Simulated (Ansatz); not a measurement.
The guess for BaTaBi₂ was made by a generator: random cell by space group and Wyckoff sites (P6/mmm, No. 191). Its size is a rough estimate.

```xyz
8
Lattice="5.3645 0.0000 0.0000 -2.6823 4.6458 0.0000 0.0000 0.0000 10.9570" Properties=species:S:1:pos:R:3 pbc="T T T"
Ba    0.0000    0.0000    9.0352
Ba    0.0000    0.0000    1.9218
Ta    0.0000    3.0972    0.0000
Ta    2.6823    1.5486    0.0000
Bi    0.0000    3.0972    5.4785
Bi    2.6823    1.5486    5.4785
Bi    0.0000    0.0000    6.5328
Bi    0.0000    0.0000    4.4242
```

These are results of DFT PBE, scalar-relativistic, plane waves, PAW in Ansatz 0.2.0, not measurements. Cutoff 420 eV, Gaussian smearing, Γ-centred meshes. Cell and atoms relax first on a coarse mesh and then on a finer one. In between, the cell is made exact in the group found at 0.06 Å. In metals the finer mesh still leaves noise of several meV/atom or more. The steps can't lower the symmetry of their start. No spin polarisation.

A guess keeps its type if space group and coordination stay and the shape of the cell changes little (axis ratios within about 15 %, angles within 6°); the volume may change.

Task: Does it keep its structure type, or change into something else?

Result: It doesn't keep its type. The symmetry stays P6/mmm (No. 191). The volume per atom grows by 25.0 %, from 34.1 to 42.7 Å³. The shortest distance goes from 2.11 Å (Bi–Bi) to 2.87 Å (Bi–Bi and Ta–Ta). The ratio c/a of the conventional cell changes by a factor of 1.57. Counting neighbours within 15 % of an atom's shortest distance, the start has Ba 1, Bi 1/9, Ta 3 and the end Ba 7, Bi 3/7, Ta 3. In detail, at the end Ba is surrounded by 6 Ta at 3.63 Å, 1 Bi at 3.66 Å and 1 Ba at 4.46 Å; Ta has 3 Ta at 2.87 Å and 6 Ba at 3.63 Å; Bi on a site of symmetry -6m2 is surrounded by 3 Bi at 2.87 Å and 6 Bi at 3.54 Å; 1 more site not described.

```cif
data_structure
_symmetry_space_group_name_H-M 'P6/mmm'
_symmetry_Int_Tables_number 191
_cell_length_a 4.9728
_cell_length_b 4.9728
_cell_length_c 15.9354
_cell_angle_alpha 90.000
_cell_angle_beta 90.000
_cell_angle_gamma 120.000
_cell_volume 341.27
loop_
_atom_site_label
_atom_site_type_symbol
_atom_site_symmetry_multiplicity
_atom_site_Wyckoff_symbol
_atom_site_fract_x
_atom_site_fract_y
_atom_site_fract_z
_atom_site_occupancy
Ba1 Ba 2 e 0.00000 0.00000 0.86015 1
Ta1 Ta 2 c 0.33333 0.66667 0.00000 1
Bi1 Bi 2 d 0.33333 0.66667 0.50000 1
Bi2 Bi 2 e 0.00000 0.00000 0.63045 1
```

The last run used a 12×12×4 mesh (in the run's order of axes) for its 8-atom cell and Gaussian smearing of 0.10 eV. These runs have no spin–orbit coupling, which can matter for Bi and Ta. The cell is a metal run without spin; a magnetic state may lie lower. Symmetry constrained the relaxation, so the result can be a saddle point.

In counts of neighbours, a slash parts the counts of unlike sites.
